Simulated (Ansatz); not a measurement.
Given:

RbBr:
```
CELL_PARAMETERS angstrom
      0.00000     3.42193     3.42193
      3.42193     0.00000     3.42193
      3.42193     3.42193     0.00000
ATOMIC_POSITIONS crystal
  Rb 0.00000 0.00000 0.00000
  Br 0.50000 0.50000 0.50000
```

This is the PBEsol-relaxed structure.

### Question
All from the program Ansatz at the PBEsol level (PAW), unless another level is named. Give the bulk modulus (Birch–Murnaghan fit).

### Answer
13.9 GPa.

### Question
Next, the elastic constants (relaxed ions, GPa)?

### Answer
C11 = 33.4, C12 = 4.2, C44 = 4.0.

Space group Fm-3m (rock salt). The PBEsol relaxation kept the symmetry of its start.

Potentials: the later of the program's two PAW sets.
